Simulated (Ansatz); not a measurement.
NbRu in space group P2/m (No. 10; Nb on 2m, Nb on 1a, Ru on 1e, Ru on 2n), the program Ansatz at the r²SCAN level (PAW), all energies at zero smearing, with the estimated change up to a 700 eV cutoff added, with one set of potentials and settings (totals compare only within such a set). Cell of 6 atoms (3 Nb, 3 Ru): -31364.717 eV.

| element | reference phase | E (eV/atom) |
|---|---|---|
| Nb | Im-3m, 1 atoms in the cell | -4563.6587 |
| Ru | P6_3/mmc, 2 atoms in the cell | -5890.7404 |

Formation energy per atom, worked out: (-31364.717 − 3×(-4563.6587) − 3×(-5890.7404))/6 = -0.253 eV/atom (-24 kJ per mol of atoms), at 0 K, without zero-point energy or fitted corrections.

The start of the workflow was typed in or built on a structure type; neither database checked (COD, Materials Project) lists it. COD files the formula under space group No. 123, 221. Whether it is the stable phase at ambient conditions was not checked. The cell was relaxed with r²SCAN under the symmetry of its start; its stability against distortions is not shown here. No spin polarisation was allowed. The references are the lowest solids computed at this level, not always the standard phases.

Potentials: the earlier of the program's two PAW sets.
